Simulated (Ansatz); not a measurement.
**Na₃CoN₆O₁₂ — ²³Na nuclear quadrupole resonance**

Cell: a structure deposited in the COD whose atoms were relaxed with PBE, the cell held.

Space group R-3m:H (No. 166); a = 7.8101, c = 14.8870 Å, γ = 120.00°.

```csv
site,Wyckoff,site symmetry,x,y,z
Na1,6c,3m,0.0000,0.0000,0.2640
Na3,3b,-3m,0.0000,0.0000,0.5000
Co,3a,-3m,0.0000,0.0000,0.0000
N,18h,.m,0.7890,0.5780,0.4057
O11,18h,.m,0.7887,0.5773,0.4886
O17,18h,.m,0.8700,0.7400,0.3659
```

One atom of each set is listed; the run and its k-mesh use a cell of 22 atoms with edges of 6.70, 6.70, 6.70 Å.

The numbers come from a DFT calculation in Ansatz (PBE, plane waves and PAW, scalar-relativistic, collinear spin, 550 eV cutoff, Γ-centred 4×4×4 k-points, Fermi–Dirac smearing 0.02 eV). Start moments as typed (μB): 4 on each Co, none on the rest. The program fits them to the shells of the files, so those used differ somewhat.

²³Na: I = 3/2, Q = 104.0 mb (year-2017 value). Static lattice, zero field.

(1) At which frequencies do the ²³Na NQR lines lie?

## Answers

(1) For I = 3/2 there is one line, ν = (|C_Q|/2)(1 + η²/3)^½.

```tsv
site	atoms	V_zz (10²¹ V/m²)	C_Q (MHz)	η	line frequencies (MHz)
Na1	2	-0.97	-2.43	0.00	1.22
Na3	1	-0.21	-0.527	0.00	0.263
```

An axis of threefold or higher order runs through Na1 and Na3, so V_zz lies along it and η is zero.

The database entry as given showed forces above 3 eV/Å or a pressure above 30 GPa, though relaxing it moves no atom far. The start moments die out, and the run ends without spin.
